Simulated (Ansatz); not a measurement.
Calculated Sb-123 nuclear quadrupole resonance for BaLiSbS₃

Cell: a measured structure from the Crystallography Open Database (COD), ions relaxed with PBE at fixed cell.

Space group Pbam (No. 55); a = 11.6730, b = 12.1660, c = 8.7800 Å.

| site | Wyckoff | site symmetry | x | y | z |
| --- | --- | --- | --- | --- | --- |
| Ba1 | 4h | ..m | 0.3260 | 0.4799 | 0.5000 |
| Ba5 | 4g | ..m | 0.0060 | 0.3326 | 0.0000 |
| Li | 8i | 1 | 0.2354 | 0.1873 | 0.2455 |
| Sb17 | 4g | ..m | 0.3001 | 0.4660 | 0.0000 |
| Sb21 | 4h | ..m | 0.0032 | 0.2868 | 0.5000 |
| S25 | 4g | ..m | 0.2637 | 0.2666 | 0.0000 |
| S29 | 8i | 1 | 0.1640 | 0.5064 | 0.2061 |
| S37 | 8i | 1 | 0.0268 | 0.1551 | 0.2895 |
| S45 | 4h | ..m | 0.7913 | 0.2743 | 0.5000 |

One atom of each set is listed.

Method: Kohn–Sham DFT in Ansatz, r2SCAN, plane waves and PAW, scalar-relativistic, 500 eV cutoff, Γ-centred 3×3×3 k-points, Fermi–Dirac smearing 0.02 eV.

Sb-123: I = 7/2, Q = -692.0 mb (year-2017 value). Static lattice, zero field.

(1) Predict the zero-field Sb-123 lines of each site.

(2) And for ¹²¹Sb (I = 5/2, Q = -543.0 mb) on Sb17?

## Answers

(1) For I = 7/2 and η = 0 the lines are |C_Q|/14 times 1, 2 and 3; η shifts the lowest up most.

```
site  atoms  V_zz (10²¹ V/m²)  C_Q (MHz)     η  line frequencies (MHz)
Sb17      4             -27.2        456  0.15        35.2, 64.3, 97.4
Sb21      4             -26.6        445  0.18        35.5, 62.4, 94.9
```

(2) C_Q scales with Q to 357 MHz, with lines at 55.0, 106.7 MHz.

At Sb17 and Sb21 V_zz stands upright on the plane through its three neighbours (within 5°) in each case.

The largest force is 0.3 eV/Å, so the atoms aren't at the calculated equilibrium and relaxing them would move these values. Without spin–orbit coupling (the program notes it for Sb) the gradients are little affected as a rule: paired runs on crystals with a gap mostly move them by under 2 % at such atoms. With these PAW files V_zz is typically within 2 to 3 % of all-electron values, but misses above 10 % occur on Sb.
